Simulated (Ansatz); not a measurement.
**Data sheet: Hf₂InCu₂ (DFT)**

Hf2InCu2:
```yaml
crystal:
  lattice:
    - [7.16918, 0.00000, 0.00000]
    - [0.00000, 7.16918, 0.00000]
    - [0.00000, 0.00000, 6.72673]
  atoms:
    - { symbol: Hf, position: [0.15186, 0.15186, 0.00000] }
    - { symbol: Hf, position: [0.84814, 0.84814, 0.00000] }
    - { symbol: Hf, position: [0.34814, 0.65186, 0.50000] }
    - { symbol: Hf, position: [0.65186, 0.34814, 0.50000] }
    - { symbol: Hf, position: [0.69319, 0.30681, 0.00000] }
    - { symbol: Hf, position: [0.30681, 0.69319, 0.00000] }
    - { symbol: Hf, position: [0.19319, 0.19319, 0.50000] }
    - { symbol: Hf, position: [0.80681, 0.80681, 0.50000] }
    - { symbol: In, position: [0.50000, 0.00000, 0.25000] }
    - { symbol: In, position: [0.50000, 0.00000, 0.75000] }
    - { symbol: In, position: [0.00000, 0.50000, 0.25000] }
    - { symbol: In, position: [0.00000, 0.50000, 0.75000] }
    - { symbol: Cu, position: [0.37747, 0.37747, 0.20390] }
    - { symbol: Cu, position: [0.62253, 0.62253, 0.79610] }
    - { symbol: Cu, position: [0.12253, 0.87747, 0.70390] }
    - { symbol: Cu, position: [0.87747, 0.12253, 0.29610] }
    - { symbol: Cu, position: [0.62253, 0.62253, 0.20390] }
    - { symbol: Cu, position: [0.37747, 0.37747, 0.79610] }
    - { symbol: Cu, position: [0.87747, 0.12253, 0.70390] }
    - { symbol: Cu, position: [0.12253, 0.87747, 0.29610] }
```

Space group P4_2/mnm (No. 136); conventional cell a = b = 7.1692 Å, c = 6.7267 Å, α = β = γ = 90.00°.

Method: DFT-r²SCAN in the program Ansatz with PAW potentials. Geometry: relaxed at this level of theory. Other levels are named where they apply.

**Cell and energy**

```yaml
volume_per_atom: 17.29 Å³
density: 11.51 g/cm³
Formation energy from the elements (no fitted shifts): -0.28 eV/atom
```

**Electronic structure**

```yaml
electronic_character: metallic (no gap)
Density of states at the Fermi level: 0.64 states/eV per atom (mean over ±0.08 eV)
```

The workflow started from a Materials Project entry (that database holds measured and hypothetical structures alike); the Crystallography Open Database copy checked does not list it. Its standing as an ambient phase is unchecked. The cell was relaxed with r²SCAN under the symmetry of its start; its stability against distortions is not shown here. The run is not spin-polarised. Axis ratios of metals converge slowly with the k-mesh, so a and c are less sure than the volume. The references are the lowest solids computed at this level, not always the standard phases. Spin–orbit coupling is left out wherever it is not named.

Potentials: the later of the program's two PAW sets.
